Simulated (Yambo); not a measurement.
Material: CsScS$_{2}$O$_{8}$ (space group P321, No. 150); a = 5.2468 Å, b = 5.2468 Å, c = 8.8716 Å, α = 90.00°, β = 90.00°, γ = 120.00° (12 atoms in the cell). The geometry is that of Materials Project entry mp-1213159, symmetrised and not relaxed again.

With norm-conserving PBEsol (Quantum ESPRESSO, 84 Ry, no spin-orbit coupling), the gap between the mesh's edge points ((0, 0.333, 0) → Γ) is 4.233 eV.

**Question.** What does a G0W0 run in Yambo give for it (3×3×1 Γ-centred k mesh, bands 2 to 308 and a 7 Ry block in the screening, 308 bands in G with the Bruneval-Gonze terminator, plasmon pole fitted at 27.2 eV)?

**Answer.** The correction is 3.582 eV, giving 7.815 eV, 1.8 times the PBEsol value.  Nearest settings tried, and what they do to the gap: 2 Ry block (73 vectors against 441): +811 meV. Not varied: bands in G, bands in W, mesh. So the settings aren't converged at that level. 

The structure is a Materials Project entry; no match was found in the copy of COD used, and its stability was not checked.
